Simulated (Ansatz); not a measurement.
Computed with DFT PBE, scalar-relativistic, plane waves, PAW (Ansatz 0.2.0). All cells share a 420 eV cutoff and Γ-centred k meshes spaced at most about 0.3 Å⁻¹ (about 0.25 or finer for metals, 2π included). No spin polarisation in the final relaxations.

All energies are static (0 K, no zero-point motion).

Two forms of ZnTe₂O₃ were relaxed alike.

A.

```
CELL_PARAMETERS angstrom
5.70899 0.00000 0.00000
-2.85450 4.94413 0.00000
0.00000 0.00000 3.38622
ATOMIC_POSITIONS crystal
Zn 0.00000 0.00000 0.00000
Te 0.33333 0.66667 0.00000
Te 0.66667 0.33333 0.00000
O 0.50000 0.00000 0.50000
O 0.50000 0.50000 0.50000
O 0.00000 0.50000 0.50000
```

B.

```
CELL_PARAMETERS angstrom
4.73094 0.00000 0.00000
0.00000 4.73094 0.00000
0.00000 0.00000 4.81284
ATOMIC_POSITIONS crystal
Zn 0.50000 0.50000 0.50000
Te 0.00000 0.00000 0.00000
Te 0.50000 0.50000 0.00000
O 0.00000 0.50000 0.00000
O 0.50000 0.00000 0.00000
O 0.00000 0.00000 0.50000
```

Question: Which is lower in energy, and by how much?

Answer: A is lower, by 37 meV/atom. A has space group P6/mmm (No. 191), 15.9 Å³/atom and no gap on its mesh; B has space group P4/mmm (No. 123), 18.0 Å³/atom and no gap. The shortest distance is 2.36 Å (Te–O) in A and 2.37 Å (Te–O) in B. The denser one is the lower, and pressure would at first widen the difference. In A, around Zn lie 6 Te at 3.30 Å, 12 O at 3.32 Å and 2 Zn at 3.39 Å; Te is surrounded by 6 O at 2.36 Å, 3 Zn at 3.30 Å and 5 Te at 3.30–3.39 Å; around O lie 4 Te at 2.36 Å, 4 O at 2.85 Å and 4 Zn at 3.32 Å. In B, Zn is surrounded by 2 Te at 2.41 Å; around Te on its first site lie 6 O at 2.37–2.41 Å; around O on a site of symmetry mmm lie 4 Te at 2.37 Å; 2 more sites not described. Both come from invented guesses. A third cell relaxed alike, in R-3m, lies 245 meV/atom below the lower of the two.

Spin–orbit coupling, which can matter for Te, is left out. Cells relaxed within their symmetry can be saddle points.
